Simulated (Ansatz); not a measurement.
# VRu: computed property card

VRu:
```cif
data_RuV
_chemical_formula_sum 'V1 Ru1'
_space_group_name_H-M_alt 'P 1'
_space_group_IT_number 1
_cell_length_a 2.97119
_cell_length_b 2.97119
_cell_length_c 2.97119
_cell_angle_alpha 90.000
_cell_angle_beta 90.000
_cell_angle_gamma 90.000
loop_
_space_group_symop_operation_xyz
  'x, y, z'
loop_
_atom_site_label
_atom_site_type_symbol
_atom_site_fract_x
_atom_site_fract_y
_atom_site_fract_z
_atom_site_occupancy
V1 V 0.50000 0.50000 0.50000 1
Ru1 Ru 0.00000 0.00000 0.00000 1
```
The run is spin-polarised; directions of the spins, atom by atom: ↑ 0.

Space group Pm-3m (No. 221), CsCl type; conventional cell a = b = c = 2.971 Å, α = β = γ = 90.00°.

Method: the program Ansatz at the PBEsol level (PAW). Structure relaxed to zero pressure with the same functional. Other levels are named where they apply.

### Cell and energy

Volume per atom: 13.11 Å³
Density: 9.62 g/cm³
Formation energy from the elements (no fitted shifts): -217 meV/atom

### Electronic structure

Electronic character: metallic (no gap)
Density of states at the Fermi level: 1.5 states/eV per atom (mean over ±0.08 eV)

### Magnetism

Magnetic order: ferromagnetic
Net moment: 0.15 μB per atom

### Mechanics

* **Bulk modulus (Birch–Murnaghan fit)**: 267 GPa
* **Pressure derivative B′**: 4.8
* **Elastic constants (relaxed ions, GPa)**: C11 = 350, C12 = 236, C44 = 108
* **Mechanical stability**: stable (all eigenvalues of C positive)
* **Hill bulk and shear moduli**: 274 and 83.6 GPa
* **Young's modulus**: 228 GPa
* **Poisson's ratio**: 0.36
* **Debye temperature from the elastic constants**: 419 K

The workflow started from an entry of the Crystallography Open Database (COD), which files this formula under 2 space groups. Its standing as an ambient phase is unchecked. The cell was relaxed with PBEsol under the symmetry of its start; whether a distortion lowers the energy is not shown. Magnetic state: ferromagnetic, the only order run, not a proven ground state. As this level gives no gap, shear constants depend on the k-mesh and smearing (Fermi–Dirac, 0.1 eV here). The references are the lowest solids computed at this level, not always the standard phases. Spin–orbit coupling is left out wherever it is not named.

Potentials: the later of the program's two PAW sets.
